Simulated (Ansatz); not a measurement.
Space group Pmmm (No. 47). a = 3.271 Å, b = 4.633 Å, c = 6.538 Å, α = 90.00°, β = 90.00°, γ = 90.00°
```json
{"atom": "Zr", "site": "2q", "symmetry": "mm2", "x": "0.0000", "y": "0.0000", "z": "0.7458"}
{"atom": "Zr", "site": "1f", "symmetry": "mmm", "x": "0.5000", "y": "0.5000", "z": "0.0000"}
{"atom": "Ti", "site": "1h", "symmetry": "mmm", "x": "0.5000", "y": "0.5000", "z": "0.5000"}
{"atom": "C", "site": "2r", "symmetry": "mm2", "x": "0.0000", "y": "0.5000", "z": "0.2611"}
{"atom": "C", "site": "1b", "symmetry": "mmm", "x": "0.5000", "y": "0.0000", "z": "0.0000"}
{"atom": "C", "site": "1d", "symmetry": "mmm", "x": "0.5000", "y": "0.0000", "z": "0.5000"}
```

Equation of state of this Zr3TiC4 structure (not necessarily the ground state), with shape and atoms relaxed at each volume where symmetry leaves them free. It has no gap at any of these volumes. Method: DFT PBE, scalar-relativistic, plane waves, PAW in Ansatz.

Plane waves to 420 eV, a k mesh through Γ of 12×8×6 on the computed 8-atom cell and Gaussian smearing (0.10 eV); no spin polarisation.

| V (Å³/atom) | E − E(largest V) (meV/atom) | P (GPa) |
| --- | --- | --- |
| 10.901 | 80.74 | 37.11 |
| 11.273 | 8.37 | 25.61 |
| 11.645 | -39.30 | 15.75 |
| 12.016 | -65.76 | 7.28 |
| 12.388 | -73.99 | 0.00 |
| 12.760 | -66.54 | -6.26 |
| 13.131 | -45.62 | -11.64 |
| 13.627 | 0.00 | -17.66 |

**Question.** Fit a third-order Birch–Murnaghan equation, E = E0 + (9V0B0/16)·[(x − 1)³B0' + (x − 1)²(6 − 4x)] with x = (V0/V)^(2/3), to E(V).

**Answer.** V0 = 12.39 Å³/atom, B0 = 225 GPa, B0' = 4.0.

The cell was found from a structure generator's guess, not taken from experiment.
